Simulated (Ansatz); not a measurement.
Structure relaxation, TaVO$_{4}$

The relaxed structure here is a generated cell of TaVO4: the first start was made by placing the elements on the sites of a structure type, and the end was not matched to a known phase here, so it may be hypothetical.

The start is a generated trial cell of TaVO4 in the AFLOW prototype AB4C_hP6_191_a_h_b (as in MgAlB4). The cell and all atomic positions are relaxed at zero pressure with PBE (plane waves to 420 eV, PAW, scalar-relativistic; Ansatz, a first-principles code). The first steps use a coarse 8×8×4 k-mesh.

Input geometry:
```
CELL_PARAMETERS angstrom
      3.26613     0.00000     0.00000
     -1.63307     2.82855     0.00000
      0.00000     0.00000     7.20147
ATOMIC_POSITIONS crystal
  Ta 0.00000 0.00000 0.50000
  V  0.00000 0.00000 0.00000
  O  0.33333 0.66667 0.24130
  O  0.66667 0.33333 0.24130
  O  0.66667 0.33333 0.75870
  O  0.33333 0.66667 0.75870
```
Spin-polarised start, with parallel moments on V.

- Largest initial force = about 0.1 eV/Å, on O3, O4, O5, O6 (atoms numbered as listed)
- Outcome = The space group stays P6/mmm (No. 191) (the run could not lower it), with 6 atoms in the primitive magnetic cell
- Energy released = 1.34 to 1.35 eV/atom (the two k-meshes of the run give this range)
- Volume change = -18.6 %, from 11.09 to 9.03 Å³/atom
- Shortest distances (start → end) = The closest pairs of elements (up to four, under 3.6 Å), start → end: O–O 1.89 → 2.03 Å; O–Ta 2.65 → 2.38 Å; O–V 2.56 → 2.41 Å; Ta–V 3.60 → 2.52 Å
- Band gap at the end = zero (metallic)
- Optimiser moves = 20

It ends as:

Space group P6/mmm (No. 191); a = b = 3.5208 Å, c = 5.0448 Å, α = β = 90.00°, γ = 120.00°

```tsv
atom	site	symmetry	x	y	z
Ta	1b	6/mmm	0.0000	0.0000	0.5000
V	1a	6/mmm	0.0000	0.0000	0.0000
O	4h	3m.	0.3333	0.6667	0.2556
```

Final values are on a 15×15×9 k-mesh of the relaxed cell. Spin state reached: ferromagnetic (net 0.03 μB/atom), from parallel starting moments; other spin orders were not run from this start. No Hubbard U is applied.

The run could not lose the symmetry of its start, so the end can be a saddle point.
